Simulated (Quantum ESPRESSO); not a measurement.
RhIn2Ru3Ag2, one composition in several site orders

A calculation, not a measurement. The program is pw.x of Quantum ESPRESSO 7.5 (plane-wave density functional theory). The cell is made up: eight metal atoms on a hexagonal close-packed lattice, with elements, volume, strain and displacements drawn at random and not relaxed, so it may be unstable or far from any real phase. PseudoDojo standard norm-conserving files set the functional (PBE unless stated); there is no spin polarisation or spin-orbit coupling, the Fermi-Dirac width of 0.25 eV means electrons at about 2900 K, and the masses in the input are unused placeholders. A spin test at this wide smearing found no moment, but such smearing suppresses magnetism that the real alloy may have.

The runs put one composition on the sites in different orders. Cell, positions, cutoff, mesh and smearing stay as in the input of run 1; sites are counted in its order. Stress in the tables is positive in tension.

Input of run 1:

```
&control calculation='scf', pseudo_dir='./dojo.nc.sr.pbe.v0_5.standard.upf', outdir='./o', disk_io='minimal', tprnfor=.true., tstress=.true. /
&system ibrav=0, nat=8, ntyp=4, nbnd=78, ecutwfc=87.97787729, nosym=.true., tot_charge=0,
 occupations='smearing', smearing='fd', degauss=0.0183746611
/
&electrons conv_thr=1.470e-08, electron_maxstep=70, mixing_beta=0.5 /
ATOMIC_SPECIES
Ag 1.0 Ag.upf
In 1.0 In.upf
Rh 1.0 Rh.upf
Ru 1.0 Ru.upf
CELL_PARAMETERS angstrom
0.0 0.0 4.7761
5.6954 0.0 0.0
-2.8477 4.9324 0.0
ATOMIC_POSITIONS angstrom
Rh 0.0074 -0.0138 0.0246
In -1.5178 2.48 0.1015
Ru 2.9409 0.0017 0.0156
In 1.4144 2.4609 -0.0518
Ag 0.0101 1.7247 2.4591
Ru -1.3761 4.088 2.3187
Ag 2.8969 1.6911 2.33
Ru 1.4487 3.9804 2.2623
K_POINTS automatic
5 5 5 1 1 1
```

```
run  elements on sites 1 to 8  free energy less that of run 1 (eV)  -TS (eV)  pressure (GPa)  stress xx (GPa)  stress yy (GPa)  stress zz (GPa)  stress yz (GPa)  stress xz (GPa)  stress xy (GPa)  iterations
  1   Rh In Ru In Ag Ru Ag Ru                                0.000    -1.694           -0.37            -2.79            -0.43             4.34            -0.71            -0.05            -0.42          14
  2   In In Ru Ag Ru Ru Ag Rh                                0.156    -1.932            0.12             0.12            -4.32             3.85            -0.57            -0.28             1.99          14
  3   Ru Ag Ag In In Rh Ru Ru                                0.113    -1.942            0.31            -0.95            -0.25             0.28            -0.66            -0.73            -0.49          17
  4   Ru In Ag Ag Ru Rh Ru In                               -0.215    -1.934            0.10            -1.75            -0.84             2.29            -0.09             0.19            -2.37          14
  5   Ru Ru In Ag Ru In Ag Rh                               -0.122    -1.807           -0.40            -0.45             0.04             1.61            -0.61            -0.11            -1.81          15
  6   Ru Ru Rh Ru Ag Ag In In                               -0.056    -1.753           -0.27            -0.40            -1.99             3.19             0.04            -0.11             0.93          14
```

Forces Fx Fy Fz (eV/Å):

| site | run 1 | run 2 | run 3 | run 4 | run 5 | run 6 |
| --- | --- | --- | --- | --- | --- | --- |
| 1 | 0.12 -0.13 -0.02 | 0.13 0.78 -0.45 | 0.19 -0.16 0.02 | 0.86 1.06 -0.39 | 0.26 0.43 -0.39 | 0.20 0.13 -0.42 |
| 2 | 1.13 0.31 -1.00 | 1.38 -0.27 -1.02 | 0.53 0.25 -1.01 | 0.90 0.02 -1.08 | 1.53 0.12 -1.12 | 0.51 0.15 -1.20 |
| 3 | -0.51 -0.85 -0.13 | -0.80 -0.69 -0.29 | -0.62 -0.02 -0.55 | -1.00 0.14 -0.66 | 0.24 0.05 -0.80 | -0.42 0.06 -0.51 |
| 4 | -0.43 -0.22 -0.10 | -0.32 -0.26 -0.05 | 0.77 -0.05 0.21 | -0.20 -0.87 -0.04 | -0.38 -0.27 0.05 | 0.19 -0.33 0.03 |
| 5 | -0.16 -1.62 -0.19 | 0.04 -0.22 -0.16 | -0.87 -1.88 -0.48 | -0.50 -1.73 -0.20 | -0.37 -0.94 -0.31 | -0.21 -1.16 -0.20 |
| 6 | 0.10 1.55 0.41 | 0.73 0.82 0.60 | -0.37 0.92 0.58 | -0.39 0.78 0.66 | -1.01 0.41 1.04 | -0.08 0.91 0.77 |
| 7 | -0.19 -1.43 0.78 | -0.52 -1.20 0.78 | -0.50 -0.47 0.74 | -0.09 -0.94 0.76 | -0.24 -0.68 0.81 | -0.05 -1.43 0.79 |
| 8 | -0.05 2.39 0.25 | -0.64 1.04 0.59 | 0.87 1.42 0.50 | 0.42 1.55 0.94 | -0.04 0.87 0.72 | -0.13 1.67 0.74 |

The sites are displaced and not relaxed, so the energy differences mix bonding between neighbours with strain and are not ordering energies. A rerun of one cell of this series at a higher cutoff and on a denser mesh moved values by no more than 0.009 eV in energy, 0.10 GPa in stress and 0.018 eV/Å in force, and a second program with other atomic files agreed on that cell to 2 % rms in force and 0.5 GPa in pressure.